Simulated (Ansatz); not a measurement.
ScAg3:
```
CELL_PARAMETERS angstrom
      4.15770     0.00000     0.00000
      0.00000     4.15770     0.00000
      0.00000     0.00000     4.15770
ATOMIC_POSITIONS crystal
  Ag 0.00000 0.50000 0.50000
  Ag 0.50000 0.50000 0.00000
  Ag 0.50000 0.00000 0.50000
  Sc 0.00000 0.00000 0.00000
```

Relaxed with PBEsol. Special points in fractions of this cell's reciprocal vectors: Γ (0.000, 0.000, 0.000); X (0.000, 0.500, 0.000); M (0.500, 0.500, 0.000); R (0.500, 0.500, 0.500).

**Question.** List the band energies nearest the Fermi level at these points for PBEsol with spin–orbit coupling (plane waves, PAW; program Ansatz).

**Answer.** In eV from the Fermi level; about four levels below and three above (degenerate sets whole), none deeper than 8.9 eV; points with the same levels are listed once.

```csv
k,below,above
Γ,-3.20 -3.20 -3.20 -3.20,0.82 0.82 0.82 0.82
X,-3.81 -3.81 -3.26 -3.26,0.26 0.26 0.30 0.30
M,-1.03 -1.03 -0.98 -0.98,0.71 0.71 0.72 0.72
R,-0.45 -0.45 -0.15 -0.15,0.03 0.03 0.03 0.03
```

Space group Pm-3m (Cu3Au type). The start of the workflow was typed in or built on a structure type; neither database checked (COD, Materials Project) lists it. Its standing as an ambient phase is unchecked. Symmetry was held in the PBEsol relaxation; whether a distortion lowers the energy is not shown. No spin polarisation was allowed.

Potentials: the later of the program's two PAW sets.
